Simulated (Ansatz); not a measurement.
ScCo:
```
ScCo
1.0
    3.07147     0.00000     0.00000
    0.00000     3.07147     0.00000
    0.00000     0.00000     3.07147
Co Sc
1 1
Cartesian
  0.00000   0.00000   0.00000
  1.53573   1.53573   1.53573
```

This is the PBEsol-relaxed structure.

**Question.** All from PBEsol in the plane-wave PAW code Ansatz, unless another level is named. Predict the highest zone-centre frequency.

**Answer.** 221 cm⁻¹.

**Question.** Next, the Young's modulus?

**Answer.** 156 GPa.

Space group Pm-3m (CsCl type). The workflow started from an entry of the Crystallography Open Database (COD). Its standing as an ambient phase is unchecked. The cell was relaxed with PBEsol under the symmetry of its start; of distortions, only those at the zone centre were tested. The workflow began spin-polarised and lost its moments. As this level gives no gap, phonon frequencies hold no LO–TO term and depend on the k-mesh and smearing (Fermi–Dirac, 0.1 eV here).

Potentials: the later of the program's two PAW sets.
